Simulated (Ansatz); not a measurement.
The elements of this relaxed trial crystal are hidden behind letters.

```
lattice vectors (Å)
   3.9781    0.0000    0.0000
  -1.9890    3.4451    0.0000
   0.0000    0.0000    9.1570
fractional positions
X 0.3333 0.6667 0.2979
X 0.6667 0.3333 0.7021
Z 0.0000 0.0000 0.0000
Q 0.0000 0.0000 0.2248
Q 0.0000 0.0000 0.7752
```

Computed with DFT PBE, scalar-relativistic, plane waves, PAW (Ansatz 0.2.0). Settings of the last relaxation (5-atom cell): 420 eV, 12×12×4 k points, Gaussian smearing of 0.10 eV, no spin polarisation.

| Item | Value |
| --- | --- |
| Space group | P-3m1 (No. 164) |
| Conventional cell | a = 3.978 Å, c = 9.157 Å |
| Volume per atom | 25.10 Å³ |
| Density | 6.46 g/cm³ |
| Formation energy | −1.99 eV/atom |
| Gap on the 12×12×4 mesh of the 5-atom cell | 0 eV (a metal) |

Energies are uncorrected and count from the elements' standard states at the same level.

**Question.** X is a lanthanide, Z is a d-block element of period 6 and Q is a p-block element of period 2. Which elements are they?

**Answer.** X = La, Z = Hf, Q = O, so the formula is La2HfO2. Density times volume gives a mean mass of 6.46 × 25.10/1.6605 = 97.6 u per atom, and this set has 97.7 u. La has 3 O at 2.39 Å and 3 Hf at 3.57 Å; around Hf lie 2 O at 2.06 Å and 6 La at 3.57 Å; O has 1 Hf at 2.06 Å and 3 La at 2.39 Å. Other sets within the hints have nearly the same mass, so mass alone doesn't settle it; this one was computed.

These runs have no spin–orbit coupling, which can matter for Hf. A structure relaxed within its symmetry needn't be a true minimum. Another cell of La2HfO2 relaxed alike, in Cmmm, lies 49 meV/atom lower, so this cell isn't the stable form at this level.
